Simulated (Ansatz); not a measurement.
Cd started on a Sr site next to an O vacancy in cubic perovskite SrTiO3, 39 atoms, charge −1

Level of theory: DFT, PBEsol, PAW, plane waves in Ansatz.

Command:

```sh
ansatz run in.yaml --threads 2 --pin off --max-ram 30400MiB --runs-dir r --events-out ev --progress --plain --backend cuda --devices 0, --max-vram 18GiB
```

The input less its lattice and atoms (starting moments on atoms near the defect: 1 μB in all):

```yaml
crystal:
  symmetry: { detect: false }
kpoints:
  mp_grid: { grid: [1, 1, 1], shift: [0.25, 0.25, 0.25] }
hamiltonian:
  xc: pbesol
total_charge: -1
magnetization:
  spin_polarized: true
scf:
  occupations: { method: fermi_dirac, width: 0.01 }
relax:
  f_tol: 0.03
  max_steps: 80
  escape_saddle: false
  adjacent_minimum: "off"
output:
  forces: true
  eigenvalues: true
  populations: true
  charged_corrections: { epsilon: 300 }
```

Start:

```
Sr Cd Ti O
1.0
     7.78282    0.00000    0.00000
     0.00000    7.78282    0.00000
     0.00000    0.00000    7.78282
Sr Cd Ti O
7 1 8 23
Cartesian
  7.7736 0.0163 7.7681
  0.0128 0.0320 3.8791
  0.0057 3.8755 7.7672
  7.7684 3.8876 3.8596
  3.9010 7.7537 7.7643
  3.8600 0.0084 3.9309
  3.8799 3.9117 7.7454
  3.8774 3.9009 3.8960
  1.9655 1.9436 1.9586
  1.9758 1.9473 5.8174
  1.8965 5.8639 1.9222
  1.9711 5.8000 5.8505
  5.7880 1.9785 1.9335
  5.8117 1.9887 5.8285
  5.8165 5.7820 1.9588
  5.7837 5.8342 5.8457
  1.9602 1.9292 0.0310
  1.9222 5.8260 7.7570
  1.9038 5.8312 3.8876
  5.8618 1.9703 0.0389
  5.8535 1.9464 3.8853
  5.8552 5.8643 0.0284
  5.7997 5.8663 3.8978
  7.7691 1.9423 1.9733
  7.7469 1.9258 5.8355
  7.7792 5.8491 1.9302
  0.0059 5.8198 5.8270
  3.8647 1.9463 1.9735
  3.9135 1.9362 5.8336
  3.8825 5.8283 1.9449
  3.8774 5.8224 5.8205
  1.9652 0.0225 1.9507
  1.9386 7.7826 5.8371
  1.9310 3.9046 1.9941
  1.9282 3.8987 5.8038
  5.8232 0.0277 1.9474
  5.8402 0.0184 5.8445
  5.8431 3.8945 1.9578
  5.8535 3.8950 5.8330
```

Steps:

| step | energy less the first (eV) | largest force component (eV/Å) |
| --- | --- | --- |
| start | 0.000 | 1.487 |
| 1 | -0.571 | 0.772 |
| 2 | -0.953 | 0.569 |
| 3 | -1.357 | 0.304 |
| 4 | -1.602 | 0.325 |
| 5 | -1.645 | 0.353 |
| 6 | -1.698 | 0.213 |
| 7 | -1.720 | 0.167 |
| 8 | -1.739 | 0.062 |
| 9 | -1.740 | 0.052 |
| 10 | -1.741 | 0.081 |
| 11 | -1.742 | 0.018 |
| 12 | -1.742 | 0.018 |

A structure on the way, about -1.70 eV from the start:

```
Sr Cd Ti O
1.0
     7.78282    0.00000    0.00000
     0.00000    7.78282    0.00000
     0.00000    0.00000    7.78282
Sr Cd Ti O
7 1 8 23
Cartesian
  7.6821 7.6843 0.0080
  7.7517 7.7494 3.8895
  7.7456 3.9589 7.7825
  7.6896 3.9551 3.8900
  3.9451 7.7557 7.7823
  3.9358 7.6484 3.8915
  3.9348 3.9609 0.0142
  3.3731 3.2818 3.9021
  1.9207 1.9416 1.8435
  1.9179 1.9394 5.9496
  1.9621 5.8292 1.9607
  1.9666 5.8260 5.8292
  5.8211 1.9653 1.9487
  5.8137 1.9750 5.8353
  5.8129 5.8194 1.9661
  5.8146 5.8247 5.8222
  1.6761 1.6898 0.0059
  1.9646 6.1692 7.7784
  1.9594 5.5988 3.8882
  6.1653 1.9511 7.7762
  5.5274 2.0252 3.8888
  5.8427 5.8729 7.7786
  5.8979 5.8839 3.8938
  0.0716 2.0055 2.2803
  0.0735 2.0143 5.5045
  0.0299 5.8901 1.9360
  0.0341 5.8900 5.8431
  3.9138 1.9632 1.6264
  3.9082 1.9687 6.1581
  3.9135 5.9211 1.9052
  3.9135 5.9170 5.8645
  1.9989 0.0859 2.2648
  2.0002 0.0904 5.5186
  1.9360 3.9238 1.6372
  1.9470 3.9238 6.1483
  5.8728 0.0428 1.9603
  5.8741 0.0493 5.8166
  5.9142 3.9221 1.8872
  5.9010 3.9238 5.8822
```

End:

```xyz
39
Lattice="7.7828 0.0000 0.0000 0.0000 7.7828 0.0000 0.0000 0.0000 7.7828" Properties=species:S:1:pos:R:3 pbc="T T T"
Sr    7.6729    7.6846    0.0070
Sr    7.7424    7.7534    3.8887
Sr    7.7376    3.9554    0.0019
Sr    7.6471    3.9574    3.8896
Sr    3.9474    7.7458    0.0001
Sr    3.9465    7.6570    3.8898
Sr    3.9502    3.9611    0.0122
Cd    3.3265    3.3591    3.8974
Ti    1.9055    1.9181    1.8504
Ti    1.9044    1.9169    5.9405
Ti    1.9516    5.8076    1.9466
Ti    1.9430    5.8052    5.8449
Ti    5.7925    1.9623    1.9477
Ti    5.7909    1.9535    5.8439
Ti    5.8094    5.8200    1.9645
Ti    5.8001    5.8097    5.8182
O     1.6802    1.6982    0.0043
O     1.9581    6.1802    7.7794
O     1.9659    5.6094    3.8898
O     6.1715    1.9722    7.7788
O     5.5972    1.9651    3.8892
O     5.8539    5.8564    7.7781
O     5.8888    5.9006    3.8897
O     0.0859    2.0148    2.2676
O     0.0896    2.0216    5.5155
O     0.0306    5.8900    1.9384
O     0.0341    5.8997    5.8392
O     3.9300    1.9490    1.6178
O     3.9324    1.9587    6.1700
O     3.9117    5.9258    1.8981
O     3.9145    5.9263    5.8740
O     1.9995    0.0959    2.2671
O     2.0105    0.1000    5.5169
O     1.9477    3.9395    1.6229
O     1.9533    3.9418    6.1653
O     5.8868    0.0390    1.9334
O     5.8926    0.0425    5.8436
O     5.9082    3.9205    1.9044
O     5.9121    3.9234    5.8665
```

Self-consistency was reached.

Time: 50 s of wall time on one NVIDIA H100 with 2 processor threads, on a host shared with other runs; peak host memory 1.2 GiB.

Problem. How much energy did the relaxation gain, and which atom moved most?

Solution. 1.74 eV in 12 steps, from a start with small random displacements (the gain also holds any tilting of the ideal host); atom 8 (Cd) moved 0.77 Å, the median atom 0.12 Å (drift of the whole cell removed).

The moment started at 1 μB and ended at 1.0 μB; no other spin state is shown. The one k point has no symmetry partners, which can distort the end along one axis.
